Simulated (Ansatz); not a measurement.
The start is a relaxed SiRu3 cell, doubled along one cell vector, shaken by Gaussian noise of σ = 0.08 Å a coordinate. Cell shape, volume and atoms are optimised at zero target pressure with r2SCAN (plane waves to 500 eV, PAW, scalar-relativistic; Ansatz, a program for electronic structure). The first steps use a coarse 3×6×6 k-mesh.

Initial structure:
```
CELL_PARAMETERS angstrom
      5.30429     3.06243     4.38268
     -2.65215     1.53122     2.19134
      0.00000    -3.06243     2.19134
ATOMIC_POSITIONS crystal
  Ru 0.25637 0.95242 0.04039
  Ru 0.76482 0.95651 0.03899
  Ru 0.00267 0.50881 0.99456
  Ru 0.51410 0.50669 0.96992
  Ru 0.47894 0.02665 0.48402
  Ru 0.98161 0.97428 0.52455
  Si 0.25060 0.48301 0.51226
  Si 0.75018 0.50528 0.49150
```

Initial pressure: +5 GPa (positive: the cell is compressed)
Largest initial force: about 2.5 eV/Å, on Ru2 (atoms numbered as listed)
Energy released: 0.08 eV/atom
Volume change: +2.2 %, from 13.35 to 13.64 Å³/atom
Relative to the parent: It does not go back: it reaches Pmm2 (No. 25), 0.02 eV/atom below the parent
Shortest distances (start → end): The closest pairs of elements (up to four, under 3.6 Å), start → end: Ru–Ru 2.40 → 2.40 Å; Ru–Si 2.40 → 2.42 Å; Si–Si 3.76 → 3.43 Å
Optimiser moves: 20

Relaxed structure:

```cif
data_Ru6Si2
_chemical_formula_sum 'Ru6 Si2'
_space_group_name_H-M_alt 'Pmm2'
_space_group_IT_number 25
_space_group_name_Hall 'P 2 -2'
_cell_length_a 3.81062
_cell_length_b 7.62964
_cell_length_c 3.75259
_cell_angle_alpha 90.000
_cell_angle_beta 90.000
_cell_angle_gamma 90.000
loop_
_atom_site_label
_atom_site_type_symbol
_atom_site_symmetry_multiplicity
_atom_site_Wyckoff_symbol
_atom_site_fract_x
_atom_site_fract_y
_atom_site_fract_z
_atom_site_occupancy
Ru1 Ru 2 h 0.50000 0.24864 0.95443 1
Ru2 Ru 1 b 0.00000 0.50000 0.94920 1
Ru3 Ru 1 a 0.00000 0.00000 0.14316 1
Ru4 Ru 1 c 0.50000 0.00000 0.56366 1
Ru5 Ru 1 d 0.50000 0.50000 0.45633 1
Si1 Si 2 g 0.00000 0.27546 0.46135 1
```

Final values are on a 12×6×12 k-mesh of the relaxed cell. No spin polarisation in the result.

The relaxed structure here is a generated cell of SiRu3: the first start was made by a random draw of sites in a space group, and the end was not matched to a known phase here, so it may be hypothetical.
